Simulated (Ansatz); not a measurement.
TiSi2 (C49 type, space group Cmcm): scan of one atom of the cell

Starting cell, TiSi$_{2}$ (C49 type, space group Cmcm):

```yaml
crystal:
  lattice:
    - [1.76330, -6.75838, 0.00000]
    - [1.76330, 6.75838, 0.00000]
    - [0.00000, 0.00000, 3.56518]
  atoms:
    - { symbol: Si, position: [0.94167, 0.05833, 0.75000] }
    - { symbol: Si, position: [0.05833, 0.94167, 0.25000] }
    - { symbol: Si, position: [0.25029, 0.74971, 0.75000] }
    - { symbol: Si, position: [0.74971, 0.25029, 0.25000] }
    - { symbol: Ti, position: [0.60320, 0.39680, 0.75000] }
    - { symbol: Ti, position: [0.39680, 0.60320, 0.25000] }
```

In this cell atom 2 (Si, nearest neighbour Si at 2.380 Å; its periodic images, 3.5 Å or more away, move with it) is moved by s along Cartesian x, unit vector (1.000, 0.000, 0.000); all other atoms and the cell stay fixed.

All values below come from r2SCAN (plane waves to 500 eV, PAW, scalar-relativistic; Ansatz, a first-principles code). k mesh 11×11×11 (Γ-centred), Fermi-Dirac smearing 0.05 eV. The energy includes the smearing's −TS. Stress and pressure are positive under compression. With partly filled bands, energies and forces of such displacements shift with the k mesh and the smearing. F∥ is the force on the atom along that direction. F⊥ is the part of the force across the line. This is one of several known forms of TiSi2; the measured ambient cells at hand have space group No. 70. TiSi2 is run without spin polarisation. TiSi2 was relaxed with its symmetry unable to fall. The zero of ΔE is the undisplaced structure.

```json
[
 {"s (Å)": "-0.240", "ΔE (eV/cell)": "0.271", "|F⊥| (eV/Å)": "0.154", "P (GPa)": "1.2", "F∥ (eV/Å)": "2.260"},
 {"s (Å)": "-0.192", "ΔE (eV/cell)": "0.174", "|F⊥| (eV/Å)": "0.100", "P (GPa)": "0.8", "F∥ (eV/Å)": "1.809"},
 {"s (Å)": "-0.144", "ΔE (eV/cell)": "0.098", "|F⊥| (eV/Å)": "0.057", "P (GPa)": "0.4", "F∥ (eV/Å)": "1.358"},
 {"s (Å)": "-0.096", "ΔE (eV/cell)": "0.043", "|F⊥| (eV/Å)": "0.026", "P (GPa)": "0.2", "F∥ (eV/Å)": "0.905"},
 {"s (Å)": "-0.048", "ΔE (eV/cell)": "0.011", "|F⊥| (eV/Å)": "0.007", "P (GPa)": "0.1", "F∥ (eV/Å)": "0.453"},
 {"s (Å)": "0.000", "ΔE (eV/cell)": "0.000", "|F⊥| (eV/Å)": "0.001", "P (GPa)": "0.0", "F∥ (eV/Å)": "0.000"},
 {"s (Å)": "0.048", "ΔE (eV/cell)": "0.011", "|F⊥| (eV/Å)": "0.007", "P (GPa)": "0.1", "F∥ (eV/Å)": "-0.453"},
 {"s (Å)": "0.096", "ΔE (eV/cell)": "0.043", "|F⊥| (eV/Å)": "0.026", "P (GPa)": "0.2", "F∥ (eV/Å)": "-0.905"},
 {"s (Å)": "0.144", "ΔE (eV/cell)": "0.098", "|F⊥| (eV/Å)": "0.057", "P (GPa)": "0.4", "F∥ (eV/Å)": "-1.358"},
 {"s (Å)": "0.192", "ΔE (eV/cell)": "0.174", "|F⊥| (eV/Å)": "0.100", "P (GPa)": "0.8", "F∥ (eV/Å)": "-1.809"},
 {"s (Å)": "0.240", "ΔE (eV/cell)": "0.271", "|F⊥| (eV/Å)": "0.154", "P (GPa)": "1.2", "F∥ (eV/Å)": "-2.260"}
]
```

What the scan shows:

- Energy at s = 0.240 Å = 271 meV/cell
- Force along the line at s = -0.240 Å = 2.26 eV/Å
- Symmetry of the curve = even: the same for both signs
- Shape of the curve = a single well with its minimum at or next to zero displacement
- Force constant k = d²E/ds² at s = 0 (finite differences) = 9.43 eV/Å²
- Harmonic estimate at the end of the scan = ½ks² = 272 meV/cell against the computed 271 meV/cell, so the well is close to harmonic there

The 11 points together took very roughly 26 core-minutes.

(A displaced cell: forces are minus the slopes of the energy, force constants its curvatures, and phonons follow from these.)
